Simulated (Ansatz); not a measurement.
PbTe (rock salt), conventional cell a = b = c = 6.5694 Å, α = β = γ = 90.00°. The calculation uses the primitive cell of 2 atoms, to which meshes and values per cell refer.

E(V) scan at fixed shape, V₀ the volume above. Symmetry pins the atoms to their sites.

Calculation: PBE (plane waves to 420 eV, PAW, scalar-relativistic; Ansatz, a program for electronic structure). k mesh 9×9×9 (Γ-centred), Fermi-Dirac smearing 0.05 eV. The energy includes the smearing's −TS. PbTe was relaxed with its symmetry unable to fall. Spin-orbit coupling is left out, though Pb and Te are heavy. The PAW data are Ansatz's earlier set. The zero of ΔE is the relaxed starting cell.

| V (Å³/atom) | ΔE (meV/atom) |
|---|---|
| 29.769 | (withheld) |
| 30.903 | 89.8 |
| 32.037 | 47.3 |
| 33.171 | (withheld) |
| 34.305 | 4.6 |
| 35.439 | 0.0 |
| 36.574 | 4.1 |
| 37.708 | 15.5 |
| 38.842 | 33.1 |
| 39.976 | (withheld) |
| 41.110 | (withheld) |

**Question.** Fill in the missing entries.

**Answer.** 
- 29.769, ΔE (meV/atom): 150.2
- 33.171, ΔE (meV/atom): 19.7
- 39.976, ΔE (meV/atom): 55.8
- 41.110, ΔE (meV/atom): 82.8

(Under strain, the slope of the energy per volume gives the stress and its curvature an elastic modulus.)
